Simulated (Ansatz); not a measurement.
## Si: zone-centre modes

These are results of DFT LDA, scalar-relativistic, plane waves, PAW in Ansatz, not measurements. The runs took a 420 eV cutoff, a Γ-centred 24×24×14 mesh and Gaussian smearing (0.15 eV). No spin polarisation.

The undisturbed cell (relaxed at this level; this form isn't the usual structure):

```
Si
1.0
    -1.63566   -1.63566    1.30481
    -1.63566    1.63566    1.30481
    -3.27133    0.00000   -2.60962
Si
2
Direct
  0.50000 0.50000 0.50000
  0.00000 0.00000 0.00000
```

Harmonic modes by finite displacements of 0.02 Å, without the LO–TO term. The cell doubles the primitive one, so its zone centre also holds the primitive cell's point q = (0, 1/2, 0).

Q: At this geometry, is the structure stable against these modes?

A: Yes: no mode is imaginary beyond 10 cm⁻¹, and only the three translations lie near zero.

Q: List the wavenumbers in cm⁻¹.

A: 0, 0, 0, 76, 106, 296.

Cost: 1 run of about 2.2 core-minutes, on Arm Neoverse V2 (shared hosts).